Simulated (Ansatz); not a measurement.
# ZrSi2: zone-centre modes

Theory: DFT PBE, scalar-relativistic, plane waves, PAW in Ansatz 0.2.0. Cutoff 420 eV, 10×10×10 k-points (Γ-centred), Fermi-Dirac smearing of 0.15 eV. No spin polarisation. Phonons by linear response, acoustic sum rule imposed.

Equilibrium structure at this level:
```
Zr Si
1.0
     1.85320   -7.40025    0.00000
     1.85320    7.40025    0.00000
     0.00000    0.00000    3.67864
Zr Si
2 4
Direct
  0.89463 0.10537 0.25000
  0.10537 0.89463 0.75000
  0.55308 0.44692 0.25000
  0.44692 0.55308 0.75000
  0.25030 0.74970 0.25000
  0.74970 0.25030 0.75000
```

It was relaxed at this level from a cell as deposited in COD. In a metal, frequencies depend on the k mesh and the smearing, soft modes most.

Optical modes at Γ:
```tsv
frequency (meV)	degeneracy
18.3	1
18.8	1
22.6	1
23.0	1
25.8	1
26.2	1
31.5	1
32.6	1
34.9	1
38.2	1
39.8	1
40.3	1
40.5	1
41.4	1
53.5	1
```

All 15 optical modes at Γ are real: no displacement of atoms at fixed cell lowers the energy to second order. Strains and modes at other wave vectors aren't tested by this run.
